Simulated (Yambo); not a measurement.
Absorption of AlCl₃ (space group C2/m, No. 12) with and without the electron-hole interaction (Yambo, PBEsol bands; 4×4×4 mesh, 15 valence and 8 conduction bands, static screening with 92 bands and a 3 Ry block, scissor 2.73 eV, Tamm-Dancoff; field along x). Axes are Cartesian, with cell vectors (Å) (2.97, -5.14, 0.00), (2.97, 5.14, 0.00), (-1.92, 0.00, 5.88).

| E (eV) | Im ε, BSE | Im ε, independent quasiparticles |
|---|---|---|
| 5.60 | 0.11 | 0.04 |
| 5.70 | 0.12 | 0.04 |
| 5.80 | 0.14 | 0.04 |
| 5.90 | 0.15 | 0.05 |
| 6.00 | 0.17 | 0.05 |
| 6.10 | 0.19 | 0.05 |
| 6.20 | 0.21 | 0.05 |
| 6.30 | 0.25 | 0.06 |
| 6.40 | 0.29 | 0.06 |
| 6.50 | 0.36 | 0.06 |
| 6.60 | 0.46 | 0.07 |
| 6.70 | 0.59 | 0.07 |
| 6.80 | 0.72 | 0.08 |
| 6.90 | 0.95 | 0.08 |
| 7.00 | 1.43 | 0.09 |
| 7.10 | 2.41 | 0.10 |
| 7.20 | 3.86 | 0.10 |
| 7.30 | 4.37 | 0.11 |
| 7.40 | 4.65 | 0.13 |
| 7.50 | 4.07 | 0.14 |
| 7.60 | 3.50 | 0.16 |
| 7.70 | 3.67 | 0.19 |
| 7.80 | 4.09 | 0.23 |
| 7.90 | 3.98 | 0.30 |
| 8.00 | 3.54 | 0.41 |
| 8.10 | 3.30 | 0.59 |
| 8.20 | 3.34 | 0.69 |
| 8.30 | 3.45 | 0.77 |
| 8.40 | 3.57 | 0.99 |
| 8.50 | 3.65 | 1.33 |
| 8.60 | 3.80 | 1.68 |
| 8.70 | 3.87 | 1.87 |
| 8.80 | 4.28 | 2.08 |
| 8.90 | 5.42 | 2.25 |
| 9.00 | 7.29 | 2.44 |
| 9.10 | 8.14 | 2.49 |
| 9.20 | 7.40 | 2.51 |
| 9.30 | 5.93 | 2.52 |
| 9.40 | 4.41 | 2.36 |
| 9.50 | 4.19 | 2.06 |
| 9.60 | 4.60 | 1.87 |
| 9.70 | 4.94 | 1.75 |
| 9.80 | 4.81 | 1.87 |
| 9.90 | 4.53 | 2.32 |
| 10.00 | 4.06 | 3.03 |
| 10.10 | 3.80 | 3.48 |
| 10.20 | 3.64 | 3.71 |
| 10.30 | 3.81 | 4.28 |
| 10.40 | 3.97 | 4.87 |
| 10.50 | 3.79 | 4.98 |
| 10.60 | 3.72 | 5.16 |
| 10.70 | 3.42 | 5.22 |
| 10.80 | 3.50 | 4.91 |
| 10.90 | 3.23 | 4.80 |
| 11.00 | 3.14 | 4.97 |
| 11.10 | 2.74 | 5.27 |
| 11.20 | 2.71 | 5.68 |
| 11.30 | 2.51 | 6.02 |
| 11.40 | 2.47 | 6.37 |
| 11.50 | 2.25 | 6.97 |
| 11.60 | 2.11 | 7.68 |

The scissor comes from a G0W0 run whose convergence isn't established. Broadening 0.15 eV. The band window holds all transitions up to 11.7 eV. Fine structure above the onset can come from the mesh.

Geometry relaxed with PBE+D3(BJ); primitive cell a = b = 5.9358 Å, c = 6.1827 Å, α = β = 98.93°, γ = 119.97°.
